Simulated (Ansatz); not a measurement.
Input for Ansatz (plane-wave DFT, PAW):

```yaml
crystal:
  lattice:
    - [3.1017198975, 0.0, 0.0]
    - [0.0, 3.1017198975, 0.0]
    - [0.0, 0.0, 3.1017198975]
  atoms:
    - { symbol: Ta, position: [0.0, 0.0, 0.0], spin: 0.2 }
    - { symbol: Co, position: [0.5, 0.5, 0.5], spin: 1.86 }
basis:
  ecutwfc: 500
kpoints:
  mp_grid: { grid: [14, 14, 14] }
hamiltonian:
  xc: r2scan
scf:
  occupations: { method: gaussian, width: 0.1 }
output:
  forces: true
  stress: true
  eigenvalues: true
  populations: true
magnetization:
  spin_polarized: true
```

It can be run as
```bash
ansatz run input.yaml --threads 1 --pin off --backend cpu --events-out ev --progress --plain --runs-dir out  # memory cap (--max-ram) not shown
```

These are results of DFT r2SCAN, scalar-relativistic, plane waves, PAW (Ansatz 0.2.0), not measurements.

Abridged output:

```
Pseudopotentials: kind: paw
Pseudopotential: Ta, paw, valence charge 13, recommended cutoff 500 eV (meta_gga)
Pseudopotential: Co, paw, valence charge 17, recommended cutoff 500 eV (meta_gga)
Functional definition: r2SCAN
Crystal: 2 atoms, lattice volume = 29.841 Å³
Basis set: ecut = 500 eV, 739 PW (Γ), exchange–correlation on 96×96×96 points (64 copies of the dense FFT grid, shifted against one another)
Bands: 21, of which v1, the nominal top of the filled ones, is band 15 counted from 1 (14 counted from 0)
Symmetry: 48 space group operations
Space group: Pm-3m (ITA 221), of the structure as read, at distance tolerance 3.1e-5 Å
Magnetic group: BNS 221.92 (UNI 1594), of the structure as read, at distance tolerance 3.1e-5 Å
k-points: 120 of 2744
Initial density: superposition of atomic densities (chi_scale 0.1, normalization cell)
Starting moments: Σ|m| = 2.06 μB on 2 of 2 sites
Initial wavefunctions: pseudopotential atomic-orbital guess
Functional: x = r2scan, c = r2scan; τ floored in thin density (d = 2e-4 eV/Å³)
SCF iter   1: F=—  HF=-15075.505615 eV  |F-HF|=—  |Δ(HF+E_count)|=         —  Δρ=5.76e-2 (↑2.42e-2 ↓5.76e-2) dr2=9.89e-1  dr2_τ=1.31e-2  dr2_m=2.15e-1  M=1.919 μB ∫|m|=1.984 μB  β_m=1.00  ethr=3.10e-3  ⟨swp⟩=5.5  Hψ=19837  notcnv=0
Mixer restart at iter 1: flushing history
SCF iter   2: F=—  HF=-15075.546030 eV  |F-HF|=—  |Δ(HF+E_count)|=   4.04e-2  Δρ=2.33e-2 (↑1.85e-2 ↓2.33e-2) dr2=5.47e-1  dr2_τ=5.08e-3  dr2_m=4.99e-3  M=1.896 μB ∫|m|=2.027 μB  β_m=1.00  ethr=3.10e-3  ⟨swp⟩=2.9  Hψ=11182  notcnv=0  defer=273  κ⁻¹=1.0e0(r=1)
SCF iter   3: F=—  HF=-15075.830322 eV  |F-HF|=—  |Δ(HF+E_count)|=   2.84e-1  Δρ=1.42e-2 (↑1.21e-2 ↓1.42e-2) dr2=1.36e-1  dr2_τ=3.50e-3  dr2_m=7.33e-4  M=1.886 μB ∫|m|=2.048 μB  β_m=1.00  ethr=1.82e-3  ⟨swp⟩=2.9  Hψ=7934  notcnv=0  defer=273  κ⁻¹=2.2e-1(r=2)
SCF iter   4: F=—  HF=-15076.114698 eV  |F-HF|=—  |Δ(HF+E_count)|=         —  Δρ=1.07e-2 (↑6.36e-3 ↓1.07e-2) dr2=3.38e-2  dr2_τ=5.19e-4  dr2_m=4.18e-3  M=1.877 μB ∫|m|=2.043 μB  β_m=1.00  ethr=4.52e-4  ⟨swp⟩=2.7  Hψ=10116  notcnv=0  defer=280
Mixer restart at iter 4: flushing history
SCF iter   5: F=—  HF=-15076.194995 eV  |F-HF|=—  |Δ(HF+E_count)|=   8.03e-2  Δρ=5.09e-3 (↑4.46e-3 ↓5.09e-3) dr2=6.15e-3  dr2_τ=3.96e-4  dr2_m=6.86e-4  M=1.876 μB ∫|m|=2.036 μB  β_m=1.00  ethr=1.13e-4  ⟨swp⟩=2.1  Hψ=7747  notcnv=0  defer=280  κ⁻¹=1.0e0(r=1)
SCF iter   6: F=—  HF=-15076.233564 eV  |F-HF|=—  |Δ(HF+E_count)|=   3.86e-2  Δρ=4.76e-3 (↑3.18e-3 ↓4.76e-3) dr2=8.59e-3  dr2_τ=8.86e-5  dr2_m=3.51e-4  M=1.873 μB ∫|m|=2.027 μB  β_m=1.00  ethr=2.05e-5  ⟨swp⟩=2.4  Hψ=8182  notcnv=0  defer=277  κ⁻¹=9.2e-2(r=2)
SCF iter   7: F=—  HF=-15076.270030 eV  |F-HF|=—  |Δ(HF+E_count)|=   3.65e-2  Δρ=1.39e-3 (↑1.29e-3 ↓1.39e-3) dr2=1.29e-3  dr2_τ=1.07e-5  dr2_m=2.41e-6  M=1.870 μB ∫|m|=2.019 μB  β_m=1.00  ethr=2.05e-5  ⟨swp⟩=2.0  Hψ=9626  notcnv=0  defer=277  κ⁻¹=3.5e-3(r=3)
SCF iter   8: F=—  HF=-15076.273553 eV  |F-HF|=—  |Δ(HF+E_count)|=   3.52e-3  Δρ=7.06e-4 (↑4.27e-4 ↓7.06e-4) dr2=2.16e-4  dr2_τ=1.99e-6  dr2_m=1.70e-5  M=1.868 μB ∫|m|=2.016 μB  β_m=1.00  ethr=4.30e-6  ⟨swp⟩=2.0  Hψ=8090  notcnv=0  defer=271  κ⁻¹=4.1e-4(r=4)
SCF iter   9: F=—  HF=-15076.273822 eV  |F-HF|=—  |Δ(HF+E_count)|=   2.69e-4  Δρ=2.27e-4 (↑1.78e-4 ↓2.27e-4) dr2=3.22e-5  dr2_τ=6.53e-7  dr2_m=3.62e-7  M=1.867 μB ∫|m|=2.014 μB  β_m=1.00  ethr=7.21e-7  ⟨swp⟩=2.1  Hψ=6883  notcnv=0  defer=271  κ⁻¹=2.5e-4(r=5)
SCF iter  10: F=—  HF=-15076.273871 eV  |F-HF|=—  |Δ(HF+E_count)|=   4.94e-5  Δρ=5.53e-5 (↑5.53e-5 ↓3.82e-5) dr2=5.79e-7  dr2_τ=1.90e-8  dr2_m=2.63e-7  M=1.867 μB ∫|m|=2.013 μB  β_m=1.00  ethr=1.07e-7  ⟨swp⟩=2.0  Hψ=8338  notcnv=0  defer=271  κ⁻¹=2.1e-5(r=6)
SCF iter  11: F=—  HF=-15076.273875 eV  |F-HF|=—  |Δ(HF+E_count)|=   3.33e-6  Δρ=2.00e-5 (↑2.00e-5 ↓1.51e-5) dr2=1.19e-7  dr2_τ=3.87e-9  dr2_m=1.51e-8  M=1.867 μB ∫|m|=2.013 μB  β_m=1.00  ethr=1.93e-9  ⟨swp⟩=2.0  Hψ=8674  notcnv=0  defer=271  κ⁻¹=4.0e-6(r=7)
SCF iter  12: F=—  HF=-15076.273876 eV  |F-HF|=—  |Δ(HF+E_count)|=   1.69e-6  Δρ=1.01e-5 (↑1.01e-5 ↓6.08e-6) dr2=1.40e-8  dr2_τ=4.26e-10  dr2_m=9.60e-9  M=1.867 μB ∫|m|=2.013 μB  β_m=1.00  ethr=3.98e-10  ⟨swp⟩=2.4  Hψ=8773  notcnv=0  defer=271  κ⁻¹=2.2e-7(r=8)
SCF iter  13: F=—  HF=-15076.273877 eV  |F-HF|=—  |Δ(HF+E_count)|=   2.28e-7  Δρ=4.90e-6 (↑4.90e-6 ↓3.99e-6) dr2=5.44e-9  dr2_τ=2.21e-10  dr2_m=2.12e-9  M=1.867 μB ∫|m|=2.013 μB  β_m=1.00  ethr=4.68e-11  ⟨swp⟩=2.1  Hψ=8679  notcnv=0  defer=271  κ⁻¹=2.6e-7(r=8)
SCF iter  14: F=-15076.273877 eV  HF=-15076.273877 eV  |F-HF|=6.82e-9  |Δ(HF+E_count)|=   1.16e-7  Δρ=3.54e-6 (↑1.91e-6 ↓3.54e-6) dr2=9.11e-9  dr2_τ=2.37e-11  dr2_m=2.11e-10  M=1.867 μB ∫|m|=2.013 μB  ethr=1.81e-11  ⟨swp⟩=7.3  Hψ=20482  notcnv=0
SCF 1 converged in 14 iterations: F = -15076.273877 eV  dr2 = 9.11e-9
this state was not tested for a lower state beside it, because the mixer in use, unlike msr1, does not test its closes by its own steps (another_mixer; see scf.mixing.algorithm and scf.lower_state_search)
SCF converged after 14 iterations
Magnetization: 1.8671 μB (15.9335 up, 14.0665 down)
Absolute magnetization: 2.0150 μB (∫|ρ↑−ρ↓|, with the PAW one-centre terms)
Spin contamination: 0.0987 ħ² per cell (⟨S²⟩ above its minimum at these occupations)
Per-site moments (μB) at R_I (Å): [(0.16681006, 1.10804439), (1.71829695, 1.10804439)]
Free energy (F): -15076.273877 eV
Harris-Foulkes:  -15076.273877 eV  (|F-HF|=6.82e-9)
Internal energy: -15076.271323 eV  (E = F + TS)
E sigma→0 (E₀):  -15076.272600 eV
Entropy (-TS):   -0.002554 eV (-1.277 meV/atom)
Fermi energy:    18.385140 eV
--- Per-component energies (eV) ---
  E_band       = -407.337174
  E_kinetic    = 818.869295
  E_local      = -3789.271742  (includes V_loc(G=0)·N_el)
  E_nonlocal   = 469.314016
  E_hartree    = 1573.108900
  E_xc         = -361.631571
  E_vxc        = -451.265348  (∫ρ·V_xc dr)
  E_paw        = -9946.429167  (= ΣΔE_a)
  E_vpaw       = -627.042978  (= ΣTr[D̂ρ^β])
  E_aug_tail   = 0.000118  (compensation charges beyond the density's cutoff)
  E_vtau       = 25.847734  (kinetic-family band-sum trace: ∫τ·v_τ [+ j·A + Jᵃ·Aᵃ] dr)
  E_ewald      = -3839.179686
  E_core_change = -1.051486  (= ΣΔE_core)
  E_smearing   = -0.002554  (= −TS)
--- Forces (eV/Å), atoms counted from 1 ---
  atom   1  Ta     0.00000000     0.00000000     0.00000000
  atom   2  Co     0.00000000     0.00000000     0.00000000
--- Stress (GPa, compression-positive) ---
       -6.157112       0.000000       0.000000
        0.000000      -6.157112       0.000000
        0.000000       0.000000      -6.157112
  P = ⅓ Tr σ = -6.1571 GPa (-61.571 kbar)
--- Band table (eV; the first three rows and the last of 240) ---
  k-point 0 ↑: bands = ["-81.9054", "-51.5270", "-43.7058", "-43.7058", "-43.7058", "-17.2012", "-17.2012", "-17.2012", "9.2004", "12.9072", "12.9072", "15.6659", "15.6659", "15.6659", "17.7599", "17.7599", "22.5504", "22.5504", "22.5504", "26.4790", "26.4790"]
  k-point 1 ↑: bands = ["-81.9054", "-51.5260", "-43.7064", "-43.7058", "-43.7058", "-17.2229", "-17.1997", "-17.1997", "9.3146", "12.9504", "12.9645", "15.6608", "15.6608", "15.6810", "17.7149", "17.7892", "22.2120", "22.2120", "22.5299", "26.0665", "26.9094"]
  k-point 2 ↑: bands = ["-81.9053", "-51.5234", "-43.7081", "-43.7056", "-43.7056", "-17.2830", "-17.1954", "-17.1954", "9.6483", "13.0768", "13.1225", "15.6478", "15.6478", "15.7236", "17.5826", "17.8528", "21.4833", "21.4833", "22.4722", "25.1381", "27.9131"]
  k-point 119 ↓: bands = ["-79.1155", "-51.3655", "-41.0021", "-41.0021", "-41.0021", "-17.3524", "-17.3524", "-17.3524", "15.0629", "15.0629", "15.0629", "15.9864", "15.9864", "15.9864", "19.6563", "19.6563", "24.1237", "24.2685", "24.2685", "26.5822", "26.5822"]
--- Löwdin populations: 2 sites ---
  site symbol q [e]    m [muB]
     0     Ta     13.0094     0.2710
     1     Co     16.5845     1.6626
  spilling = 0.013537 (of n_electrons = 30.000000)
```

Self-consistency was reached.

The state reached may not be the lowest one. Spin-orbit coupling is left out, which matters for the bands of heavy elements.